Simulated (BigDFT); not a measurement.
BigDFT run on the molecule C6H6ClF: self-consistent single point.

All values come from this method and carry its errors: PBE, Daubechies wavelet basis, HGH (Krack) norm-conserving potentials made for PBE, isolated boundary conditions (BigDFT).

SMILES: FC=C=C/C=C(\Cl)C
```xyz
14

C      0.6279     0.7036     2.4909
C      0.4751     1.0256     1.0393
Cl     0.8383     2.6587     0.5634
C     -0.0517     0.0889     0.1796
C     -0.1385     0.2547    -1.2659
C     -0.5917    -0.7520    -1.9486
C     -0.9474    -1.6510    -2.7135
F     -1.2536    -2.9030    -2.1622
H      0.0214     1.4253     3.0329
H      0.4366    -0.3445     2.7649
H      1.6703     0.9421     2.8067
H     -0.1776    -0.9205     0.5597
H      0.0620     1.2195    -1.7545
H     -1.1723    -1.6178    -3.7681
```
Charge 0, spin multiplicity 1.

Reference input (self-consistent single point, DFT, PBE, Daubechies wavelet basis, HGH (Krack) norm-conserving potentials made for PBE, isolated boundary conditions): basis = Daubechies wavelets; dft.hgrids = 0.324 bohr; dft.rmult = 5 8; dft.ixc = 11; potentials = built-in HGH-K PBE; boundary_conditions = free; dft.gnrm_cv = 1e-04; dft.itermax = 80; dft.idsx = 6; dft.nrepmax = 3. This run's input differs from it in these lines:

```diff
@@ -3,3 +3,3 @@
   hgrids: 0.324
-  rmult: [5, 8]
+  rmult: [5, 3]
   ixc: 11
```

The program printed (abridged):

```
  #------------------------------------------------------------------- Self-Consistent Cycle
 Ground State Optimization:
 - Hamiltonian Optimization: &itrp001
   - Subspace Optimization: &itrep001-01
       Wavefunctions Iterations:
 Calculating wavelets expansion of projectors. Found warnings:  1,
  #WARNING: Projectors too rough: Consider modifying hgrid and/or the localisation radii.
 iter:  1, EKS: -7.59239407530693597E+01, gnrm:  2.85E-01, D: -4.47E-01,
 Calculating wavelets expansion of projectors. Found warnings:  1,
  #WARNING: Projectors too rough: Consider modifying hgrid and/or the localisation radii.
   [... lines left out ...]
  #WARNING: Projectors too rough: Consider modifying hgrid and/or the localisation radii.
 iter:  25, EKS: -7.66712714907815496E+01, gnrm:  1.04E-04, D: -8.03E-07,
 Calculating wavelets expansion of projectors. Found warnings:  1,
  #WARNING: Projectors too rough: Consider modifying hgrid and/or the localisation radii.
 iter:  26, EKS: -7.66712717940826849E+01, gnrm:  6.11E-05, D: -3.03E-07,
       -  &FINAL001  { #---------------------------------------------------------- iter: 27
 Calculating wavelets expansion of projectors. Found warnings:  1,
  #WARNING: Projectors too rough: Consider modifying hgrid and/or the localisation radii.
 iter:  27, EKS: -7.66712719395970481E+01, gnrm:  6.11E-05, D: -1.46E-07,  #FINAL
        #Eigenvalues and New Occupation Numbers
       Orbitals: [
   [... 19 lines left out ...]
 Last Iteration                        : *FINAL001
  #---------------------------------------------------------------------- Forces Calculation
 Total electronic charge               :  43.999997904326
 Electric Dipole Moment (AU):
   P vector                            :  [  2.852724E-01,  5.076167E-01,  5.201146E-01 ]
   norm(P)                             :  7.80752369E-01
 Electric Dipole Moment (Debye):
   P vector                            :  [  7.2509E-01,  1.290233E+00,  1.321999E+00 ]
   norm(P)                             :  1.98447439E+00
  #-------------------------------- Warnings obtained during the run, check their relevance!
 WARNINGS:
   [... lines left out ...]
 BigDFT infocode                       :  0
   [... lines left out ...]
 -  {H: [-8.222429916219E-03, -1.469284037465E-02, -5.393527852943E-03]} # 0011
 -  {H: [-1.548257442847E-02, -7.035929680290E-03, -2.614613009206E-03]} # 0012
 -  {H: [ 2.940878738593E-02, -1.351132319798E-02, -2.802883906150E-03]} # 0013
 -  {H: [-3.515618812930E-02, -7.303364235154E-03, -1.143612088983E-02]} # 0014
 Energy (Hartree)                      : -7.66712719395970481E+01
 Force Norm (Hartree/Bohr)             :  2.05394564088705212E-01
```

The run converged in 27 iterations. Against the reference run the free energy goes up by 160 meV/atom and the largest force goes from 5.032 to 6.791 eV/Å.

The grid can part forces that symmetry would make equal. Forces above 1 eV/Å remain at this geometry. This run is one point of a test of settings, so its values need not be converged; read them against the reference run alone. The geometry comes from a cheaper method or was typed, in some cases with atoms then moved at random; it is not relaxed at this level, and the species need not be a known compound.

Cost on one core: very roughly 5 core-minutes.
